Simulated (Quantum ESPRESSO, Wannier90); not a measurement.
## Wannierisation of ZnTe (zinc blende)

Cell from Materials Project (mp-2176), symmetrised, no further relaxation. COD (Crystallography Open Database) has the formula in 3 space groups, this one among them (matched by group alone). Method: PBEsol plane waves in Quantum ESPRESSO 7.5 (PseudoDojo norm-conserving files, 68 Ry, no spin polarisation, no spin-orbit coupling), Bloch states on a 10×10×10 mesh through Γ, Wannier90 4.0.1. Density: 10×10×10 mesh, cold smearing 0.01 Ry. Spin-orbit coupling is left out although heavy elements are present.

Input w.win:

```
num_bands = 17
num_wann = 8
exclude_bands = 1-9,11-15
num_iter = 0
conv_tol = 1.0e-6
conv_window = 4
dis_num_iter = 1000
dis_conv_tol = 1.0e-6
dis_froz_max = 10.63
write_hr = true
write_u_matrices = true
begin projections
Zn: s;p
Te: s;p
end projections
begin unit_cell_cart
ang
    0.0000000000    3.0556150000    3.0556150000
    3.0556150000    0.0000000000    3.0556150000
    3.0556150000    3.0556150000    0.0000000000
end unit_cell_cart
begin atoms_frac
Zn   0.5000000000  0.5000000000  0.5000000000
Te  -0.2500000000 -0.2500000000 -0.2500000000
end atoms_frac
mp_grid = 10 10 10
begin kpoints
0.0000000000 0.0000000000 0.0000000000
0.0000000000 0.0000000000 0.1000000000
0.0000000000 0.0000000000 0.2000000000
... (997 more lines: the 10x10x10 mesh through Gamma)
end kpoints
```

On the energy scale of pw.x, whose zero is arbitrary, the valence-band maximum lies at 8.00 eV. Lines of w_hr.dat (R1 R2 R3 m n Re Im, eV) for R = 0 and one of the shortest lattice vectors, rounded to 0.01 eV, lines under 0.02 eV left out; orbitals in order: Zn1 s, Zn1 pz, Zn1 px, Zn1 py, Te2 s, Te2 pz, Te2 px, Te2 py.

```
    0    0    0    1    1     7.11     0.00
    0    0    0    2    2    12.27     0.00
    0    0    0    3    3    12.27     0.00
    0    0    0    4    4    12.27     0.00
    0    0    0    5    5    -0.78     0.00
    0    0    0    6    6     8.51     0.00
    0    0    0    7    7     8.51     0.00
    0    0    0    8    8     8.51     0.00
   -1    0    0    1    1    -0.05     0.00
   -1    0    0    2    1     0.03     0.00
   -1    0    0    3    1    -0.10     0.00
   -1    0    0    4    1     0.03     0.00
   -1    0    0    6    1     0.04     0.00
   -1    0    0    7    1    -0.03     0.00
   -1    0    0    8    1     0.04     0.00
   -1    0    0    1    2    -0.03     0.00
   -1    0    0    2    2     0.18     0.00
   -1    0    0    3    2     0.11     0.00
   -1    0    0    4    2     0.08     0.00
   -1    0    0    5    2    -0.05     0.00
   -1    0    0    6    2     0.04     0.00
   -1    0    0    7    2    -0.03     0.00
   -1    0    0    1    3    -0.10     0.00
   -1    0    0    2    3    -0.11     0.00
   -1    0    0    3    3    -0.40     0.00
   -1    0    0    4    3    -0.11     0.00
   -1    0    0    7    3     0.03     0.00
   -1    0    0    1    4    -0.03     0.00
   -1    0    0    2    4     0.08     0.00
   -1    0    0    3    4     0.11     0.00
   -1    0    0    4    4     0.18     0.00
   -1    0    0    5    4    -0.05     0.00
   -1    0    0    7    4    -0.03     0.00
   -1    0    0    8    4     0.04     0.00
   -1    0    0    6    5    -0.02     0.00
   -1    0    0    7    5     0.11     0.00
   -1    0    0    8    5    -0.02     0.00
   -1    0    0    5    6     0.02     0.00
   -1    0    0    6    6     0.09     0.00
   -1    0    0    7    6    -0.03     0.00
   -1    0    0    8    6    -0.03     0.00
   -1    0    0    5    7     0.11     0.00
   -1    0    0    6    7     0.03     0.00
   -1    0    0    7    7    -0.23     0.00
   -1    0    0    8    7     0.03     0.00
   -1    0    0    5    8     0.02     0.00
   -1    0    0    6    8    -0.03     0.00
   -1    0    0    7    8    -0.03     0.00
   -1    0    0    8    8     0.09     0.00
```
